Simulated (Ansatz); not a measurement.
Si:
```
CELL_PARAMETERS angstrom
      0.00000     5.90813     5.90813
      5.90813     0.00000     5.90813
      5.90813     5.90813     0.00000
ATOMIC_POSITIONS crystal
  Si 0.57033 0.28902 0.57033
  Si 0.96098 0.67967 0.67967
  Si 0.57033 0.57033 0.28902
  Si 0.67967 0.96098 0.67967
  Si 0.57033 0.57033 0.57033
  Si 0.67967 0.67967 0.67967
  Si 0.28902 0.57033 0.57033
  Si 0.67967 0.67967 0.96098
```

Relaxed with PBEsol.

### Question
Decompose the optical modes at the zone centre into irreducible representations, and say which are infrared and Raman allowed.

### Answer
Point group m-3m: Γ_opt = A1g + A2u + Eg + Eu + T1g + T1u + 2T2g + T2u. Infrared: T1u. Raman: A1g, Eg, T2g.

### Question
Assign frequencies (DFPT, DFT-PBEsol in the program Ansatz with PAW potentials).

### Answer
T1g 45, T2u 46, Eg 141, T2g 216, Eu 244, T1u 392, A2u 524, T2g 535, A1g 684 cm⁻¹.

Space group Fd-3m. The start of the workflow was typed in or built on a structure type. Its sites differ from those of the usual phase in this space group: another stacking or structure type. Symmetry was held in the PBEsol relaxation. At this level the phase is mechanically unstable. The volume moved by 42 % from the start of the relaxation. As this level gives no gap, phonon frequencies hold no LO–TO term and depend on the k-mesh and smearing (Fermi–Dirac, 0.1 eV here).

Potentials: the later of the program's two PAW sets.
